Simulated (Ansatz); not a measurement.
Relaxation of a generated cell, Ga built in the graphite structure type; 4 atoms in the cell, which starts as P6₃/mmc (No. 194), hP4; a = 4.002 Å, b = 4.002 Å, c = 10.901 Å, α = 90.00°, β = 90.00°, γ = 120.00°. Calculation: r2SCAN (plane waves to 500 eV, PAW, scalar-relativistic; Ansatz, a program for electronic structure). Γ-centred k-mesh 9×9×3 on the run's cell (coarser than for final values), Fermi–Dirac smearing 0.05 eV. This is the first round of the run. 

The optimiser's lines from the output (shortened; P is positive under compression):

```
relax step   1: F+E_penalty+E_count = -15157.85813673 eV  Δ(F+E_penalty+E_count) = +0.000e0 eV  max|allowed force component| = 1.012e-17 eV/Å  Δτ_max = 0.0000 Å  P = +4.678 GPa  Ω = 151.215 Å³  (8 SCF iters, dr2 threshold 1.00e-7 eV, accepted)
relax step   2: F+E_penalty+E_count = -15158.14684531 eV  Δ(F+E_penalty+E_count) = -2.887e-1 eV  max|allowed force component| = 1.619e-17 eV/Å  Δτ_max = 0.0000 Å  P = +1.640 GPa  Ω = 157.127 Å³  (6 SCF iters, dr2 threshold 4.00e-7 eV, accepted)
relax step   3: F+E_penalty+E_count = -15158.26087421 eV  Δ(F+E_penalty+E_count) = -1.140e-1 eV  max|allowed force component| = 9.252e-18 eV/Å  Δτ_max = 0.0000 Å  P = +0.291 GPa  Ω = 156.277 Å³  (6 SCF iters, dr2 threshold 4.00e-7 eV, accepted)
relax step   4: F+E_penalty+E_count = -15158.35216942 eV  Δ(F+E_penalty+E_count) = -9.130e-2 eV  max|allowed force component| = 1.243e-17 eV/Å  Δτ_max = 0.0000 Å  P = -0.490 GPa  Ω = 152.150 Å³  (6 SCF iters, dr2 threshold 4.00e-7 eV, accepted)
relax step   5: F+E_penalty+E_count = -15158.46602765 eV  Δ(F+E_penalty+E_count) = -1.139e-1 eV  max|allowed force component| = 5.493e-18 eV/Å  Δτ_max = 0.0000 Å  P = -1.018 GPa  Ω = 146.127 Å³  (7 SCF iters, dr2 threshold 4.00e-7 eV, accepted)
relax step   6: F+E_penalty+E_count = -15158.61701876 eV  Δ(F+E_penalty+E_count) = -1.510e-1 eV  max|allowed force component| = 6.650e-18 eV/Å  Δτ_max = 0.0000 Å  P = -1.469 GPa  Ω = 139.080 Å³  (7 SCF iters, dr2 threshold 4.00e-7 eV, accepted)
relax step   7: F+E_penalty+E_count = -15158.81892957 eV  Δ(F+E_penalty+E_count) = -2.019e-1 eV  max|allowed force component| = 1.388e-17 eV/Å  Δτ_max = 0.0000 Å  P = -1.969 GPa  Ω = 131.419 Å³  (7 SCF iters, dr2 threshold 4.00e-7 eV, accepted)
relax step   8: F+E_penalty+E_count = -15159.08117825 eV  Δ(F+E_penalty+E_count) = -2.622e-1 eV  max|allowed force component| = 2.602e-18 eV/Å  Δτ_max = 0.0000 Å  P = -2.703 GPa  Ω = 123.366 Å³  (8 SCF iters, dr2 threshold 4.00e-7 eV, accepted)
relax step   9: F+E_penalty+E_count = -15159.40709330 eV  Δ(F+E_penalty+E_count) = -3.259e-1 eV  max|allowed force component| = 4.626e-18 eV/Å  Δτ_max = 0.0000 Å  P = -3.213 GPa  Ω = 114.749 Å³  (8 SCF iters, dr2 threshold 4.00e-7 eV, accepted)
relax step  10: F+E_penalty+E_count = -15159.74831808 eV  Δ(F+E_penalty+E_count) = -3.412e-1 eV  max|allowed force component| = 1.475e-17 eV/Å  Δτ_max = 0.0000 Å  P = -3.323 GPa  Ω = 106.054 Å³  (6 SCF iters, dr2 threshold 4.00e-7 eV, accepted)
relax step  11: F+E_penalty+E_count = -15160.07414841 eV  Δ(F+E_penalty+E_count) = -3.258e-1 eV  max|allowed force component| = 2.515e-17 eV/Å  Δτ_max = 0.0000 Å  P = -2.534 GPa  Ω = 96.559 Å³  (7 SCF iters, dr2 threshold 4.00e-7 eV, accepted)
relax step  12: F+E_penalty+E_count = -15160.26838793 eV  Δ(F+E_penalty+E_count) = -1.942e-1 eV  max|allowed force component| = 8.095e-18 eV/Å  Δτ_max = 0.0000 Å  P = +0.152 GPa  Ω = 87.346 Å³  (9 SCF iters, dr2 threshold 4.00e-7 eV, accepted)
relax step  13: F+E_penalty+E_count = -15160.32672927 eV  Δ(F+E_penalty+E_count) = -5.834e-2 eV  max|allowed force component| = 2.168e-18 eV/Å  Δτ_max = 0.0000 Å  P = +2.266 GPa  Ω = 82.968 Å³  (8 SCF iters, dr2 threshold 4.00e-7 eV, accepted)
relax step  14: F+E_penalty+E_count = -15160.34239510 eV  Δ(F+E_penalty+E_count) = -1.567e-2 eV  max|allowed force component| = 4.698e-18 eV/Å  Δτ_max = 0.0000 Å  P = -0.277 GPa  Ω = 87.133 Å³  (7 SCF iters, dr2 threshold 4.00e-7 eV, accepted)
relax step  15: F+E_penalty+E_count = -15160.35050772 eV  Δ(F+E_penalty+E_count) = -8.113e-3 eV  max|allowed force component| = 2.313e-18 eV/Å  Δτ_max = 0.0000 Å  P = -0.558 GPa  Ω = 87.446 Å³  (6 SCF iters, dr2 threshold 4.00e-7 eV, accepted)
relax step  16: F+E_penalty+E_count = -15160.36714945 eV  Δ(F+E_penalty+E_count) = -1.664e-2 eV  max|allowed force component| = 2.891e-18 eV/Å  Δτ_max = 0.0000 Å  P = -0.113 GPa  Ω = 86.567 Å³  (8 SCF iters, dr2 threshold 4.00e-7 eV, accepted)
relax step  17: F+E_penalty+E_count = -15160.36738846 eV  Δ(F+E_penalty+E_count) = -2.390e-4 eV  max|allowed force component| = 6.216e-18 eV/Å  Δτ_max = 0.0000 Å  P = -0.003 GPa  Ω = 86.372 Å³  (5 SCF iters, dr2 threshold 2.04e-7 eV, accepted)
relax step  18: F+E_penalty+E_count = -15160.36906641 eV  Δ(F+E_penalty+E_count) = -1.678e-3 eV  max|allowed force component| = 3.180e-18 eV/Å  Δτ_max = 0.0000 Å  P = -0.008 GPa  Ω = 86.372 Å³  stress off target by 5.55e-2 GPa  SCF on the basis re-selected at this cell (its energy is not comparable with the rows above)  (8 SCF iters)
relax step  19: F+E_penalty+E_count = -15160.36907775 eV  Δ(F+E_penalty+E_count) = -1.134e-5 eV  max|allowed force component| = 6.216e-18 eV/Å  Δτ_max = 0.0000 Å  P = -0.002 GPa  Ω = 86.359 Å³  (4 SCF iters, dr2 threshold 7.69e-9 eV, accepted)
relax step  20: F+E_penalty+E_count = -15160.36906821 eV  Δ(F+E_penalty+E_count) = +9.538e-6 eV  max|allowed force component| = 5.060e-18 eV/Å  Δτ_max = 0.0000 Å  P = -0.002 GPa  Ω = 86.359 Å³  stress off target by 2.65e-3 GPa  SCF on the basis re-selected at this cell (its energy is not comparable with the rows above)  (5 SCF iters)
```

From the first to the last row the energy changes by -0.63 eV/atom and the volume by -42.9 %. The last row is marked as not comparable with the walk above it, whose basis was carried along; it does compare with step 1, since both stand on a basis selected at the nominal cutoff for their own cell.

Later rounds, restarted from the end of this one on a renewed k-mesh, logged 13 more steps. The final structure after all rounds: P6₃/mmc (No. 194), hP4; a = 4.3427 Å, b = 4.3427 Å, c = 5.3160 Å, α = 90.00°, β = 90.00°, γ = 120.00°. Between re-selections the logged energies stand on a plane-wave basis carried along with the cell. No spin polarisation in the result.

The run could not lower the symmetry of its start; a shaken copy of this end point relaxes with r2SCAN to Cmcm (No. 63), 0.17 eV/atom lower.

The relaxed structure here is a generated cell of Ga: the first start was made by placing the elements on the sites of a structure type, and the end was not matched to a known phase here, so it may be hypothetical. Known forms of Ga include space group No. 64.
